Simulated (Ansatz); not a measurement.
PbTe (rock salt)

```cif
data_PbTe
_chemical_formula_sum 'Te1 Pb1'
_space_group_name_H-M_alt 'P 1'
_space_group_IT_number 1
_cell_length_a 4.62074
_cell_length_b 4.62074
_cell_length_c 4.62074
_cell_angle_alpha 60.000
_cell_angle_beta 60.000
_cell_angle_gamma 60.000
loop_
_space_group_symop_operation_xyz
  'x, y, z'
loop_
_atom_site_label
_atom_site_type_symbol
_atom_site_fract_x
_atom_site_fract_y
_atom_site_fract_z
_atom_site_occupancy
Te1 Te 0.00000 0.00000 0.00000 1
Pb1 Pb 0.50000 0.50000 0.50000 1
```

E(V) scan at fixed shape, V₀ the volume above. Symmetry pins the atoms to their sites.

The numbers are results of r2SCAN (plane waves to 500 eV, PAW, scalar-relativistic; Ansatz, an electronic-structure program), not measurements. k mesh 9×9×9 (Γ-centred), Fermi-Dirac smearing 0.05 eV. The energy includes the smearing's −TS. PbTe was relaxed with its symmetry unable to fall. Spin-orbit coupling is left out, though Pb and Te are heavy. ΔE is measured from the relaxed starting cell.

```csv
V (Å³/atom),ΔE (meV/atom)
32.788,18.4
33.137,12.5
33.486,7.9
33.835,4.3
34.183,1.9
34.532,0.5
34.881,0.0
35.230,0.5
35.579,1.8
35.927,3.9
36.276,6.9
36.625,10.5
36.974,14.9
```

Task: What bulk modulus B₀ follows from a third-order Birch-Murnaghan fit?

Result: 42.1 GPa.

Task: What is the fitted pressure derivative B₀′?

Result: 4.5.

(A scan under strain: stresses follow from slopes of the energy per volume, elastic moduli from its curvatures.)
